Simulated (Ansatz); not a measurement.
Data:

RuN₃:
```cif
data_N3Ru
_chemical_formula_sum 'Ru1 N3'
_space_group_name_H-M_alt 'P 1'
_space_group_IT_number 1
_cell_length_a 3.77522
_cell_length_b 3.77522
_cell_length_c 3.77522
_cell_angle_alpha 90.000
_cell_angle_beta 90.000
_cell_angle_gamma 90.000
loop_
_space_group_symop_operation_xyz
  'x, y, z'
loop_
_atom_site_label
_atom_site_type_symbol
_atom_site_fract_x
_atom_site_fract_y
_atom_site_fract_z
_atom_site_occupancy
Ru1 Ru 0.00000 0.00000 0.00000 1
N1 N 0.00000 0.50000 0.00000 1
N2 N 0.50000 0.00000 0.00000 1
N3 N 0.00000 0.00000 0.50000 1
```
The run is spin-polarised; directions of the spins, atom by atom: 0 0 0 0.

This is the PBEsol-relaxed structure.

All from DFT-PBEsol in the program Ansatz with PAW potentials, unless another level is named. Estimate the electronic character.

metallic (no gap).

What about the formation energy from the elements (no fitted shifts)?

1.66 eV/atom.

Next, the density of states at the Fermi level?

0.76 states/eV per atom (mean over ±0.08 eV).

Space group Pm-3m (ReO3 type). The start of the workflow was typed in or built on a structure type; neither database checked (COD, Materials Project) lists it. Its standing as an ambient phase is unchecked. Symmetry was held in the PBEsol relaxation; its stability against distortions is not shown here. The final state is ferromagnetic, the only order run, not a proven ground state. The cell computed holds one magnetic atom, so no antiferromagnetic order was within reach. Its formation energy is positive at this level, so the cell may be metastable or incomplete. No Hubbard U is applied. The references are the lowest solids computed at this level, not always the standard phases (solids in place of the gases). Spin–orbit coupling is left out wherever it is not named.

Potentials: the earlier of the program's two PAW sets. The files were generated under PBE; for other functionals the program regenerates the frozen cores, and for LDA and PBEsol the local potential too.
